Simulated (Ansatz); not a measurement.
# Computed energy over volume and axial ratio: Cu2O (cuprite type, space group Pn-3m)

Cu$_{2}$O (cuprite type, space group Pn-3m)

```
CELL_PARAMETERS angstrom
      4.29909     0.00000     0.00000
      0.00000     4.29909     0.00000
      0.00000     0.00000     4.29909
ATOMIC_POSITIONS crystal
  Cu 0.75000 0.75000 0.75000
  Cu 0.75000 0.25000 0.25000
  Cu 0.25000 0.75000 0.25000
  Cu 0.25000 0.25000 0.75000
  O  0.00000 0.00000 0.00000
  O  0.50000 0.50000 0.50000
```

Grid over V/V₀ and (c/a)/(c/a)₀, subscript 0 meaning the relaxed cell; the conventional c axis lies along z; no internal relaxation.

The numbers are results of PBE (plane waves to 420 eV, PAW, scalar-relativistic; Ansatz, a program for electronic structure), not measurements. k mesh 8×8×8 (Γ-centred), Fermi-Dirac smearing 0.05 eV. Energies are smeared free energies. Compression counts positive. Cu2O is run without spin polarisation. Cu2O was relaxed with its symmetry unable to fall. The PAW data are Ansatz's earlier set. The zero of ΔE is the relaxed starting cell.

ΔE (meV/atom), with V/V₀ across and (c/a)/(c/a)₀ down:

```
(c/a)/(c/a)₀ \ V/V₀  0.920  0.947  0.973  1.000  1.027  1.053  1.080
-------------------  -----  -----  -----  -----  -----  -----  -----
0.960                 34.8   15.0    4.1    0.9    4.1   13.0   26.7
0.973                 34.6   14.7    3.7    0.4    3.6   12.4   26.0
0.987                 34.5   14.6    3.5    0.1    3.2   12.0   25.6
1.000                 34.5   14.5    3.4    0.0    3.2   11.9   25.5
1.013                 34.5   14.6    3.5    0.1    3.2   12.0   25.6
1.027                 34.6   14.7    3.7    0.4    3.6   12.4   26.0
1.040                 34.8   15.0    4.1    0.8    4.1   13.0   26.7
```

σxx (GPa), with V/V₀ across and (c/a)/(c/a)₀ down:

```tsv
(c/a)/(c/a)₀ \ V/V₀	0.920	0.947	0.973	1.000	1.027	1.053	1.080
0.960	11.1	6.7	2.9	-0.3	-3.1	-5.5	-7.5
0.973	11.2	6.8	3.0	-0.2	-3.0	-5.4	-7.4
0.987	11.2	6.9	3.1	-0.1	-2.9	-5.2	-7.3
1.000	11.3	6.9	3.2	0.0	-2.8	-5.1	-7.2
1.013	11.3	7.0	3.3	0.1	-2.7	-5.0	-7.0
1.027	11.3	7.0	3.3	0.1	-2.6	-4.9	-6.9
1.040	11.3	7.0	3.4	0.2	-2.5	-4.9	-6.9
```

What the scan shows:

```
Property                                                                                                                                 Value
------------------------------------------------------  --------------------------------------------------------------------------------------
Shear modulus C′ = (C11 − C12)/2 (fit, atoms clamped)                                                                                  9.5 GPa
Lowest place on the grid                                                                     V/V₀ = 1.000, (c/a)/(c/a)₀ = 1.000 (0.0 meV/atom)
Highest place on the grid, met at several equal points  V/V₀ = 0.920, (c/a)/(c/a)₀ = 0.960; V/V₀ = 0.920, (c/a)/(c/a)₀ = 1.040 (34.8 meV/atom)
```

The 49 points together took about 20 core-minutes (a rough figure).

(Under strain, the slope of the energy per volume gives the stress and its curvature an elastic modulus.)
